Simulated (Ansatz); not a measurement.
The calculation used DFT PBE, scalar-relativistic, plane waves, PAW (Ansatz 0.2.0). All cells share a 420 eV cutoff and Γ-centred k meshes spaced at most about 0.3 Å⁻¹ (about 0.25 or finer for metals, 2π included). No spin polarisation in the final relaxations.

All energies are static (0 K, no zero-point motion).

Two relaxed structures of MgI:

A.

```cif
data_structure
_symmetry_space_group_name_H-M 'P-6m2'
_symmetry_Int_Tables_number 187
_cell_length_a 4.0980
_cell_length_b 4.0980
_cell_length_c 4.3206
_cell_angle_alpha 90.000
_cell_angle_beta 90.000
_cell_angle_gamma 120.000
_cell_volume 62.84
loop_
_atom_site_label
_atom_site_type_symbol
_atom_site_symmetry_multiplicity
_atom_site_Wyckoff_symbol
_atom_site_fract_x
_atom_site_fract_y
_atom_site_fract_z
_atom_site_occupancy
Mg1 Mg 1 a 0.00000 0.00000 0.00000 1
I1 I 1 d 0.33333 0.66667 0.50000 1
```

B.

```cif
data_structure
_symmetry_space_group_name_H-M 'F-43m'
_symmetry_Int_Tables_number 216
_cell_length_a 7.2655
_cell_length_b 7.2655
_cell_length_c 7.2655
_cell_angle_alpha 90.000
_cell_angle_beta 90.000
_cell_angle_gamma 90.000
_cell_volume 383.52
loop_
_atom_site_label
_atom_site_type_symbol
_atom_site_symmetry_multiplicity
_atom_site_Wyckoff_symbol
_atom_site_fract_x
_atom_site_fract_y
_atom_site_fract_z
_atom_site_occupancy
Mg1 Mg 4 a 0.00000 0.00000 0.00000 1
I1 I 4 d 0.25000 0.25000 0.75000 1
```

Problem. Which form is favoured at zero pressure, and by what margin per atom?

Solution. A is lower, by 142 meV/atom. A has the tungsten carbide type, space group P-6m2 (No. 187), 31.4 Å³/atom and no gap on its mesh; B has the zinc blende type, space group F-43m (No. 216), 47.9 Å³/atom and no gap. Counting I atoms around Mg (those within 1.25 times the shortest such distance or 1.15 times the sum of covalent radii), A has Mg 6 and B has Mg 4. The denser one is the lower, and pressure would at first widen the difference. Both come from invented guesses.

These runs have no spin–orbit coupling, which can matter for I. In P-6m2, F-43m an odd number of electrons in the primitive cell allows no gap without spin; a larger cell or a magnetic state could open one. A magnetic state wasn't ruled out in cells without spin, among them F-43m. Cells relaxed within their symmetry can be saddle points.
